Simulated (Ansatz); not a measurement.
LaB6:
```yaml
crystal:
  lattice:
    - [4.12986, 0.00000, 0.00000]
    - [0.00000, 4.12986, 0.00000]
    - [0.00000, 0.00000, 4.12986]
  atoms:
    - { symbol: La, position: [0.00000, 0.00000, 0.00000] }
    - { symbol: B, position: [0.19966, 0.50000, 0.50000] }
    - { symbol: B, position: [0.50000, 0.19966, 0.50000] }
    - { symbol: B, position: [0.80034, 0.50000, 0.50000] }
    - { symbol: B, position: [0.50000, 0.80034, 0.50000] }
    - { symbol: B, position: [0.50000, 0.50000, 0.19966] }
    - { symbol: B, position: [0.50000, 0.50000, 0.80034] }
```

Relaxed with PBEsol.

Q: Which orbitals make up the states near the Fermi level in PBEsol (plane waves, PAW; program Ansatz)?

A: Within 0.5 eV of the Fermi level: B 2p 44 %, La 5d 30 %, La 4f 23 %. Projections are on Löwdin-orthogonalised atomic valence shells; empty p or d shells of many metals are not among them.

Q: Tabulate the density of states.

A: States/eV per cell of 7 atoms, in 0.25 eV bins, energy from the Fermi level.

```csv
E (eV),total,B 2p,La 4f,La 5d
-7.85,1.95,1.24,0.01,0.11
-7.60,1.80,1.21,0.01,0.11
-7.35,0.49,0.32,0.00,0.04
-7.10,0.40,0.25,0.00,0.03
-6.85,1.47,0.95,0.01,0.10
-6.60,1.53,1.02,0.01,0.12
-6.35,1.26,0.86,0.01,0.11
-6.10,1.38,0.97,0.01,0.12
-5.85,1.63,1.18,0.01,0.15
-5.60,2.02,1.52,0.02,0.19
-5.35,2.15,1.66,0.02,0.19
-5.10,2.27,1.76,0.03,0.16
-4.85,2.04,1.62,0.02,0.15
-4.60,3.67,3.03,0.02,0.28
-4.35,4.00,3.23,0.04,0.43
-4.10,3.63,2.97,0.05,0.36
-3.85,2.71,2.24,0.04,0.26
-3.60,2.70,2.27,0.05,0.24
-3.35,3.84,3.31,0.08,0.23
-3.10,3.54,3.16,0.07,0.16
-2.85,3.23,2.94,0.07,0.11
-2.60,1.95,1.79,0.04,0.07
-2.35,1.03,0.87,0.04,0.09
-2.10,0.85,0.67,0.04,0.12
-1.85,0.89,0.72,0.04,0.11
-1.60,0.50,0.32,0.03,0.14
-1.35,0.37,0.18,0.03,0.15
-1.10,0.43,0.21,0.04,0.18
-0.85,0.51,0.24,0.05,0.20
-0.60,0.61,0.29,0.08,0.23
-0.35,0.78,0.36,0.13,0.27
-0.10,0.86,0.39,0.18,0.27
0.15,0.89,0.38,0.21,0.26
0.40,1.23,0.51,0.35,0.33
0.65,1.58,0.60,0.56,0.36
0.90,2.30,0.76,1.06,0.37
1.15,3.16,0.83,1.80,0.37
1.40,3.22,0.57,2.28,0.25
1.65,5.25,0.61,4.05,0.44
1.90,25.60,0.65,24.09,0.64
2.15,12.47,0.48,11.34,0.53
2.40,5.13,0.58,3.40,0.99
2.65,3.87,0.67,1.78,1.20
2.90,4.09,0.76,0.97,2.00
3.15,3.99,0.85,0.67,2.07
3.40,4.68,0.89,0.41,2.86
3.65,4.95,1.23,0.36,2.86
3.90,4.24,1.12,0.23,2.38
```

Space group Pm-3m. The PBEsol relaxation kept the symmetry of its start; of distortions, only those at the zone centre were tested. Spin–orbit coupling is left out wherever it is not named.

Potentials: the later of the program's two PAW sets.
